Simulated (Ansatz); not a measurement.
As (diamond, Fd-3m) under volume change, plane-wave PAW r²SCAN (Ansatz code), scaled uniformly.

| V (Å³/atom) | E − E(relaxed) (meV/atom) | P (GPa) |
|---|---|---|
| 25.246 | ? | ? |
| 26.078 | ? | ? |
| 26.910 | 3.7 | 1.47 |
| 27.742 | 0.0 | 0.00 |
| 28.575 | 3.5 | -1.37 |
| 29.407 | 14.0 | -2.64 |
| 30.239 | 30.5 | -3.67 |

Task: Some entries are withheld; supply them.

Result: 
- 25.246, E − E(relaxed) (meV/atom): 37.6
- 25.246, P (GPa): 5.33
- 26.078, E − E(relaxed) (meV/atom): 15.7
- 26.078, P (GPa): 3.20

Task: What does a third-order Birch–Murnaghan fit give for V₀, B₀ and B′?

Result: V₀ = 27.71 Å³/atom, B₀ = 48.6 GPa, B′ = 3.4.

The start of the workflow was typed in or built on a structure type; neither database checked (COD, Materials Project) lists it. It is not the phase usual at ambient conditions (space group No. 166). Symmetry was held in the r²SCAN relaxation. At this level the phase is mechanically unstable.

Potentials: the earlier of the program's two PAW sets.
